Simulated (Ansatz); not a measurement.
Geometry optimisation in Ansatz: input, command and trajectory.

```yaml
crystal:
  lattice:
    - [3.7691533908, 0.0, 0.0]
    - [-1.8845766954, 3.2641825872, 0.0]
    - [0.0, 0.0, 5.8641904278]
  atoms:
    - { symbol: Hf, position: [0.0, 0.0, 0.0] }
    - { symbol: Hf, position: [0.3333333333, 0.6666666667, 0.645] }
    - { symbol: Hf, position: [0.6666666667, 0.3333333333, 0.355] }
    - { symbol: O, position: [0.3333333333, 0.6666666667, 0.245] }
    - { symbol: O, position: [0.6666666667, 0.3333333333, 0.755] }
basis:
  ecutwfc: 420
kpoints:
  mp_grid: { grid: [6, 6, 4] }
hamiltonian:
  xc: pbe
scf:
  occupations: { method: gaussian, width: 0.1 }
  lower_state_search: "off"
output:
  forces: true
  stress: true
  eigenvalues: true
relax:
  adjacent_minimum: "off"
  f_tol: 0.04
  max_steps: 70
  cell: { stress_tol: 0.4 }
```

```bash
ansatz run input.yaml --threads 1 --pin off --max-ram 2560MiB --backend cpu --events-out ev --progress --plain --runs-dir out
```

Theory: DFT PBE, scalar-relativistic, plane waves, PAW (Ansatz 0.2.0).

Of 30 frames 10 are shown, positions in Å and forces in eV/Å; the SCF threshold varies from step to step. Steps run on the plane waves of an earlier cell, with a Pulay correction in the pressure. The basis is chosen afresh for the last frame, the zero of the energies, and at times for earlier ones too; energy and pressure step there, also at an unchanged geometry. Here that happened at steps 8 (-34 meV/atom, 2.3 GPa), 19 (-32 meV/atom, 1.9 GPa), 26 (-8 meV/atom, 0.4 GPa); the frames before carry an error of that size.

```xyz
5
Lattice="3.7692 0.0000 0.0000 -1.8846 3.2642 0.0000 0.0000 0.0000 5.8642" Properties=species:S:1:pos:R:3:forces:R:3 pbc="T T T" step=1 free_energy_over_end_meV_per_atom=854.93 pressure_GPa=3.73
Hf    0.0000    0.0000    0.0000    0.0000    0.0000    0.0000
Hf    0.0000    2.1761    3.7824    0.0000    0.0000    2.4818
Hf    1.8846    1.0881    2.0818    0.0000    0.0000   -2.4818
O     0.0000    2.1761    1.4367    0.0000    0.0000    0.8063
O     1.8846    1.0881    4.4275    0.0000    0.0000   -0.8063
5
Lattice="3.6586 0.0000 0.0000 -1.8293 3.1685 0.0000 0.0000 0.0000 6.7209" Properties=species:S:1:pos:R:3:forces:R:3 pbc="T T T" step=4 free_energy_over_end_meV_per_atom=542.08 pressure_GPa=1.09
Hf    0.0000    0.0000    0.0000    0.0000    0.0000    0.0000
Hf    0.0000    2.1123    4.4535    0.0000    0.0000    0.0165
Hf    1.8293    1.0562    2.2674    0.0000    0.0000   -0.0165
O     0.0000    2.1123    2.0109    0.0000    0.0000    0.2066
O     1.8293    1.0562    4.7100    0.0000    0.0000   -0.2066
5
Lattice="3.6398 0.0000 0.0000 -1.8199 3.1521 0.0000 0.0000 0.0000 7.0397" Properties=species:S:1:pos:R:3:forces:R:3 pbc="T T T" step=7 free_energy_over_end_meV_per_atom=528.27 pressure_GPa=0.16
Hf    0.0000    0.0000    0.0000    0.0000    0.0000    0.0000
Hf    0.0000    2.1014    4.6545    0.0000    0.0000   -0.0101
Hf    1.8199    1.0507    2.3852    0.0000    0.0000    0.0101
O     0.0000    2.1014    2.2643    0.0000    0.0000   -0.0091
O     1.8199    1.0507    4.7753    0.0000    0.0000    0.0091
5
Lattice="3.5799 0.0000 0.0000 -1.7899 3.1003 0.0000 0.0000 0.0000 7.8995" Properties=species:S:1:pos:R:3:forces:R:3 pbc="T T T" step=11 free_energy_over_end_meV_per_atom=389.79 pressure_GPa=-0.34
Hf    0.0000    0.0000    0.0000    0.0000    0.0000    0.0000
Hf    0.0000    2.0668    5.2583    0.0000    0.0000    0.5719
Hf    1.7899    1.0334    2.6412    0.0000    0.0000   -0.5719
O     0.0000    2.0668    2.8972    0.0000    0.0000    0.6119
O     1.7899    1.0334    5.0023    0.0000    0.0000   -0.6119
5
Lattice="3.4277 0.0000 0.0000 -1.7139 2.9685 0.0000 0.0000 0.0000 8.1474" Properties=species:S:1:pos:R:3:forces:R:3 pbc="T T T" step=14 free_energy_over_end_meV_per_atom=92.38 pressure_GPa=0.60
Hf    0.0000    0.0000    0.0000    0.0000    0.0000    0.0000
Hf    0.0000    1.9790    5.6103    0.0000    0.0000   -0.0201
Hf    1.7139    0.9895    2.5371    0.0000    0.0000    0.0201
O     0.0000    1.9790    3.2943    0.0000    0.0000    0.1334
O     1.7139    0.9895    4.8531    0.0000    0.0000   -0.1334
5
Lattice="3.3603 0.0000 0.0000 -1.6801 2.9101 0.0000 0.0000 0.0000 8.4693" Properties=species:S:1:pos:R:3:forces:R:3 pbc="T T T" step=17 free_energy_over_end_meV_per_atom=68.37 pressure_GPa=-0.07
Hf    0.0000    0.0000    0.0000    0.0000    0.0000    0.0000
Hf    0.0000    1.9401    5.8557    0.0000    0.0000    0.0891
Hf    1.6801    0.9700    2.6136    0.0000    0.0000   -0.0891
O     0.0000    1.9401    3.4142    0.0000    0.0000   -0.0277
O     1.6801    0.9700    5.0551    0.0000    0.0000    0.0277
5
Lattice="3.3372 0.0000 0.0000 -1.6686 2.8901 0.0000 0.0000 0.0000 8.6946" Properties=species:S:1:pos:R:3:forces:R:3 pbc="T T T" step=20 free_energy_over_end_meV_per_atom=25.94 pressure_GPa=0.28
Hf    0.0000    0.0000    0.0000    0.0000    0.0000    0.0000
Hf    0.0000    1.9267    6.0677    0.0000    0.0000   -0.0703
Hf    1.6686    0.9634    2.6270    0.0000    0.0000    0.0703
O     0.0000    1.9267    3.4535    0.0000    0.0000   -0.1358
O     1.6686    0.9634    5.2411    0.0000    0.0000    0.1358
5
Lattice="3.2850 0.0000 0.0000 -1.6425 2.8449 0.0000 0.0000 0.0000 9.3886" Properties=species:S:1:pos:R:3:forces:R:3 pbc="T T T" step=24 free_energy_over_end_meV_per_atom=10.57 pressure_GPa=-0.38
Hf    0.0000    0.0000    0.0000    0.0000    0.0000    0.0000
Hf    0.0000    1.8966    6.7481    0.0000    0.0000   -0.0131
Hf    1.6425    0.9483    2.6405    0.0000    0.0000    0.0131
O     0.0000    1.8966    3.5064    0.0000    0.0000   -0.0323
O     1.6425    0.9483    5.8822    0.0000    0.0000    0.0323
5
Lattice="3.2764 0.0000 0.0000 -1.6382 2.8375 0.0000 0.0000 0.0000 9.5921" Properties=species:S:1:pos:R:3:forces:R:3 pbc="T T T" step=27 free_energy_over_end_meV_per_atom=1.65 pressure_GPa=0.08
Hf    0.0000    0.0000    0.0000    0.0000    0.0000    0.0000
Hf    0.0000    1.8917    6.9465    0.0000    0.0000    0.0235
Hf    1.6382    0.9458    2.6456    0.0000    0.0000   -0.0235
O     0.0000    1.8917    3.5164    0.0000    0.0000    0.0131
O     1.6382    0.9458    6.0758    0.0000    0.0000   -0.0131
5
Lattice="3.2714 0.0000 0.0000 -1.6357 2.8332 0.0000 0.0000 0.0000 9.7789" Properties=species:S:1:pos:R:3:forces:R:3 pbc="T T T" step=30 free_energy_over_end_meV_per_atom=0.00 pressure_GPa=0.07
Hf    0.0000    0.0000    0.0000    0.0000    0.0000    0.0000
Hf    0.0000    1.8888    7.1351    0.0000    0.0000   -0.0191
Hf    1.6357    0.9444    2.6439    0.0000    0.0000    0.0191
O     0.0000    1.8888    3.5217    0.0000    0.0000    0.0011
O     1.6357    0.9444    6.2573    0.0000    0.0000   -0.0011
```

The start puts this composition into another compound's structure type, which needn't suit it. At the end the space group is P-3m1 (tolerance 0.05 Å).

It took 4.1 min on 1 thread of Arm Neoverse V2 (shared host), peak memory 0.41 GiB.

The k mesh is coarse. Spin–orbit coupling is left out, which can shift energies with elements as heavy as these.